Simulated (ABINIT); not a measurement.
ABINIT input for TlBr, PBE with JTH PAW datasets:

```
pp_dirpath "./pseudo"
pseudos "Tl.GGA_PBE-JTH.xml, Br.GGA_PBE-JTH.xml"

acell 3*1.0 angstrom
rprim
    3.999910000000     0.000000000000     0.000000000000
    0.000000000000     3.999910000000     0.000000000000
    0.000000000000     0.000000000000     3.999910000000
ntypat 2
znucl 81 35
natom 2
typat 1 2
xred
    0.000000000000     0.000000000000     0.000000000000
    0.500000000000     0.500000000000     0.500000000000
tolsym 1e-5
chksymtnons 0
chkprim 0

ecut 20
pawecutdg 40
pawovlp 20
ngkpt 6 6 6
nshiftk 1
shiftk 0 0 0
nband 13
occopt 7
tsmear 0.001
diemac 8
tolvrs 1e-10
nstep 90

nucefg 2
quadmom 0 0.313
nucfc 1
prtwf 0
prtden 0
prteig 0
prtebands 0
prtgsr 0
```

The geometry is a computed Materials Project entry, not a measured one. It is TlBr in Pm-3m; whether this form has been observed was not checked. Stability against distortions was not tested.

Each row changes or adds one setting. The quadmom values are sizes without sign and don't touch the SCF cycle. The limit is 90 steps. Cost ratios are rough, from a shared machine.  

Problem. Which of these changes costs the most SCF steps: diemac = 1; diemix = 0.2; diemix = 0.4; diemix = 1.0; iscf = 12; iscf = 2; iscf = 3; nline = 1; nline = 8; npulayit = 2?

Solution. nline = 1, with 84 steps against 14.

```json
[
 {"setting typed": "as in the input", "SCF steps": "14", "k-points": "20", "converged": "yes", "rough cost ratio": "about 1"},
 {"setting typed": "diemac = 1", "SCF steps": "13", "k-points": "20", "converged": "yes", "rough cost ratio": "about 1"},
 {"setting typed": "diemix = 0.2", "SCF steps": "27", "k-points": "20", "converged": "yes", "rough cost ratio": "about 1"},
 {"setting typed": "diemix = 0.4", "SCF steps": "15", "k-points": "20", "converged": "yes", "rough cost ratio": "about 1"},
 {"setting typed": "diemix = 1.0", "SCF steps": "13", "k-points": "20", "converged": "yes", "rough cost ratio": "about 1"},
 {"setting typed": "iscf = 12", "SCF steps": "19", "k-points": "20", "converged": "yes", "rough cost ratio": "about 1"},
 {"setting typed": "iscf = 2", "SCF steps": "19", "k-points": "20", "converged": "yes", "rough cost ratio": "about 1"},
 {"setting typed": "iscf = 3", "SCF steps": "16", "k-points": "20", "converged": "yes", "rough cost ratio": "about 1"},
 {"setting typed": "nline = 1", "SCF steps": "84", "k-points": "20", "converged": "yes", "rough cost ratio": "3"},
 {"setting typed": "nline = 8", "SCF steps": "11", "k-points": "20", "converged": "yes", "rough cost ratio": "about 1"},
 {"setting typed": "npulayit = 2", "SCF steps": "13", "k-points": "20", "converged": "yes", "rough cost ratio": "about 1"}
]
```
